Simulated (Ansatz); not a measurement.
Below is a relaxed structure of K3SbI. The cell was found from a structure generator's guess, not taken from experiment.

Theory: DFT PBE, scalar-relativistic, plane waves, PAW (Ansatz). Cutoff 420 eV, Γ-centred mesh, Gaussian smearing, no spin polarisation.

```xyz
5
Lattice="6.0548 0.0000 0.0000 -3.0274 5.2436 0.0000 0.0000 0.0000 7.4894" Properties=species:S:1:pos:R:3 pbc="T T T"
K     0.0000    0.0000    7.2356
K     0.0000    3.4957    5.2446
K     3.0274    1.7479    2.6776
Sb    3.0274    1.7479    6.5232
I     0.0000    0.0000    3.2836
```

Formation energies are uncorrected and refer to the elements' standard structures at the same level.

Problem. Find its symmetry and describe it.

Solution. P3m1 (No. 156). Conventional cell: a = 6.055 Å, c = 7.489 Å. K on its first site has 1 I at 3.54 Å, 3 Sb at 3.57 Å, 1 I at 3.95 Å, 3 K at 4.02 Å and 3 K at 4.56 Å; K on its second site has 3 Sb at 3.72 Å, 3 I at 4.01 Å, 3 K at 4.02 Å and 3 K at 4.34 Å; Sb has 8 K at 3.57–3.85 Å; around I lie 4 K at 3.54–3.55 Å and 4 K at 3.95–4.01 Å; 1 more site not described.

Problem. What is its formation energy per atom?

Solution. −0.67 eV/atom. A negative formation energy is needed for stability but isn't enough: competing phases decide.

Problem. Is it a metal?

Solution. Yes, bands cross the Fermi level on the 6×6×6 mesh.

Problem. From what recipe could a structure generator have reached it?

Solution. One such recipe: ordered mixture with vacancies on the anion sites of rock salt (P3m1, No. 156). Other recipes can lead to the same cell.

The last run used a 6×6×6 mesh for its 5-atom cell and Gaussian smearing of 0.10 eV. Spin–orbit coupling, which can matter for I and Sb, is left out. The cell is a metal run without spin; a magnetic state may lie lower. The reference form of I is held partly by dispersion forces, which this level lacks. Symmetry constrained the relaxation, so the result can be a saddle point.
